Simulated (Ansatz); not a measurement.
The relaxed structure here is a generated cell of Ti: the first start was made by placing the elements on the sites of a structure type, and the end was not matched to a known phase here, so it may be hypothetical. Known forms of Ti include space group No. 194.

A relaxed structure of Ti. Space group P2₁/c (No. 14). Calculation: PBE (plane waves to 420 eV, PAW, scalar-relativistic; Ansatz, an electronic-structure program).

```cif
data_Ti8
_chemical_formula_sum 'Ti8'
_space_group_name_H-M_alt 'P21/c'
_space_group_IT_number 14
_space_group_name_Hall '-P 2ybc'
_cell_length_a 5.32234
_cell_length_b 4.90207
_cell_length_c 5.41904
_cell_angle_alpha 90.000
_cell_angle_beta 97.741
_cell_angle_gamma 90.000
loop_
_atom_site_label
_atom_site_type_symbol
_atom_site_symmetry_multiplicity
_atom_site_Wyckoff_symbol
_atom_site_fract_x
_atom_site_fract_y
_atom_site_fract_z
_atom_site_occupancy
Ti1 Ti 4 e 0.86190 0.30056 0.09710 1
Ti2 Ti 4 e 0.38204 0.31884 0.30298 1
```

For Ti, the volume per atom comes out as 17.51 Å³, the band gap is no gap (metallic) and the shortest distances comes out as Ti–Ti 2.74 Å. The k-mesh comes out as 9×10×9.

No spin polarisation in the result.

It was reached from a disturbed copy of a Pm-3n (No. 223) cell, against which it lies -0.13 eV/atom.
